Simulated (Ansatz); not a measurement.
B₂W:
```
B2W
1.0
    3.00121     0.00000     0.00000
   -1.50061     2.59913     0.00000
    0.00000     0.00000     3.36460
W B
1 2
Cartesian
  0.00000   0.00000   0.00000
  0.00000   1.73275   1.68230
  1.50061   0.86638   1.68230
```

Relaxed with r²SCAN.

Q: Map the electron localisation function on the plane through (0.000, 0.000, 0.000) spanned by u = [0, 0, 1] and v = [1, -1, 0] in lattice vectors, from r²SCAN in the plane-wave PAW code Ansatz.

A: x is the fraction of u, y of v (the angle between them is 90°; rows are the nearest grid lines); atoms in the plane: W at (0.00, 0.00), B at (0.50, 0.33), B at (0.50, 0.67).
```
|017973211112379710|
|138973211112379831|
|789852222222258987|
|998522344443225899|
|332236776677632233|
|222457764467754222|
|334577631136775433|
|445677400004776544|
|445677300003776544|
|444677520025776444|
|444578876678875444|
|444578999999875444|
|444578999999875444|
|444578876678875444|
|444677520025776444|
|445677300003776544|
|445677400004776544|
|334577631136775433|
|222457764467754222|
|332236776677632233|
|998522344443225899|
|789852222222258987|
|138973211112379831|
|017973211112379710|
```
Scale: ten equal steps from 0.000 (start of '0') to 0.774 (end of '9'), in the order '0123456789'; x runs from 0.000 to 1.00, y from 0.000 (bottom) to 1.00 (top).

The density is the valence pseudo-density with augmentation charge, so density and ELF within about 1 Å of a nucleus are not all-electron values.

Space group P6/mmm. The workflow started from an entry of the Crystallography Open Database (COD), which files this formula under 2 space groups. Whether it is the stable phase at ambient conditions was not checked. The cell was relaxed with r²SCAN under the symmetry of its start; its stability against distortions is not shown here. No spin polarisation was allowed. Spin–orbit coupling is left out wherever it is not named.

Potentials: the later of the program's two PAW sets.
